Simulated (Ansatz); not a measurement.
Relaxed candidate structures of CuPt:

A. P2₁3 (No. 198), cP8; a = 4.7702 Å, b = 4.7702 Å, c = 4.7702 Å, α = 90.00°, β = 90.00°, γ = 90.00°; Cu 4a (0.097, 0.097, 0.097); Pt 4a (0.402, 0.402, 0.402)

B. R-3m, hexagonal axes (No. 166), hR2; a = 2.698 Å, b = 2.698 Å, c = 12.750 Å, α = 90.00°, β = 90.00°, γ = 120.00°; Cu 3a (0.000, 0.000, 0.000); Pt 3b (0.000, 0.000, 0.500)

Put the candidates in order of energy per atom, lowest first, for PBEsol (plane waves to 420 eV, PAW, scalar-relativistic; Ansatz, a program for electronic structure).

B (reference, the lowest of the structures calculated here), A (+0.16 eV/atom)

Each run could gain symmetry but not lose that of its start, so entries can be saddle points. From databases, or of a type measured for this composition: R-3m, hR2; the others are generated cells (placed on structure types, drawn at random, substituted or restacked) that were not matched to a known phase here. Static energies at zero pressure. No spin polarisation in the result.
